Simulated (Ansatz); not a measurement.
Relaxed-ion elastic tensor of TaAs (CsCl type, Pm-3m) in GPa (Voigt order), r²SCAN in the plane-wave PAW code Ansatz; density 12.97 g/cm³, 16.37 Å³ per atom.

```
 388  92.0  92.0   0.0   0.0   0.0
92.0   388  92.0   0.0   0.0   0.0
92.0  92.0   388   0.0   0.0   0.0
 0.0   0.0   0.0   128   0.0   0.0
 0.0   0.0   0.0   0.0   128   0.0
 0.0   0.0   0.0   0.0   0.0   128
```

Question: Is the crystal mechanically stable?

Answer: Yes: the smallest eigenvalue of C is 128 GPa.

Question: Work out the Voigt, Reuss and Hill averages.

Answer: K_V = 191, K_R = 191, K_H = 191; G_V = 136, G_R = 135, G_H = 135 GPa.

Question: Give Young's modulus, Poisson's ratio, Pugh's ratio and the universal anisotropy index.

Answer: E = 9KG/(3K + G) = 328 GPa; ν = 0.21; K/G = 1.41 (brittle by the Pugh limit of 1.75); A_U = 5G_V/G_R + K_V/K_R − 6 = 0.03.

Question: Estimate the sound speeds and the Debye temperature.

Answer: v_l = √((K + 4G/3)/ρ) = 5350 m/s, v_t = √(G/ρ) = 3230 m/s, mean 3570 m/s; Θ = (h/k)(3n/4πV)^(1/3) v_m = 419 K.

Question: Give the Zener ratio and Young's modulus along [100], [110] and [111].

Answer: A = 2C44/(C11 − C12) = 0.86; 1/E = S11 − 2(S11 − S12 − S44/2)Γ with Γ = 0, 1/4, 1/3 gives 352, 322, 313 GPa.

A made-up cell: these elements were put on the sites of a structure type; neither database checked (COD, Materials Project) lists it. It is not the phase usual at ambient conditions (space group No. 109). Symmetry was held in the r²SCAN relaxation; whether a distortion lowers the energy is not shown. The run is not spin-polarised. As this level gives no gap, shear constants depend on the k-mesh and smearing (Fermi–Dirac, 0.1 eV here). Scalar-relativistic: spin–orbit coupling is off unless named, which matters more the heavier the elements.

Potentials: the later of the program's two PAW sets.
